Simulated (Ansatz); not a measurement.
# Stationary points along a deformation path in TiSi

Level of theory: DFT PBEsol, scalar-relativistic, plane waves, PAW in Ansatz 0.2.0. The runs took a 420 eV cutoff, a Γ-centred 24×24×18 mesh and Gaussian smearing (0.15 eV). No spin polarisation. Energies are free energies at this smearing, counted from the undisturbed cell; pressure is positive in compression.

Reference structure (relaxed at this level; it needn't be the usual structure):

```
Ti Si
1.0
     1.80267   -2.06629    0.00000
     1.80267    2.06629    0.00000
     0.00000    0.00000    3.79270
Ti Si
1 1
Cartesian
  1.8027 0.0000 0.0000
  0.0000 0.0000 1.8964
```

At fixed volume and fractional coordinates, lengths along (0.000, 0.000, 1.000) are scaled against those across it; ρ is that ratio over its starting value. V = 14.127 Å³/atom. Δσ is the stress along the axis less the mean stress across it (compression positive).

```
    ρ  ΔE (meV/atom)  Δσ (GPa) space group
0.800          135.3     14.73         Cmmm
0.850           82.8     14.33         Cmmm
0.920           24.5      9.63         Cmmm
0.960            6.0      5.02         Cmmm
1.000            0.0     -0.07         Cmmm
1.050            9.4     -6.44         Cmmm
1.100           35.1    -12.58         Cmmm
1.200          136.0    -27.36         Cmmm
```

Question: How does the stress give the slope of the energy, and where is the energy stationary?

Answer: Along the path d ln(length) is 2/3 d ln ρ on the axis and −1/3 d ln ρ across it, so dE/d ln ρ = −(2/3) V Δσ: the energy falls with ρ where Δσ is positive. Δσ vanishes or changes sign between ρ = 0.960 and 1.000, a minimum (near 1.00 by linear interpolation). Pairs of stationary points between two samples would go unseen, and could change a minimum read from distant neighbours into a maximum.

Question: Integrate that slope from ρ = 1 to 0.850 by the trapezoid rule.

Answer: With V/N in Å³ and 1 eV/Å³ = 160.2 GPa the slopes at ρ = 1.000, 0.960, 0.920, 0.850 are 4, -295, -566, -842 meV/atom per unit of ln ρ. The steps add 5.9 + 18.3 + 55.7 = 80.0 meV/atom, against 82.8 from the energies; the trapezoid rule misses the curvature of the slope within each step.

In a metal these slopes depend on the k mesh and the smearing.

Cost: 8 runs of about 4.1 core-minutes in all, on AMD EPYC 7R43 (Zen 3) (shared hosts).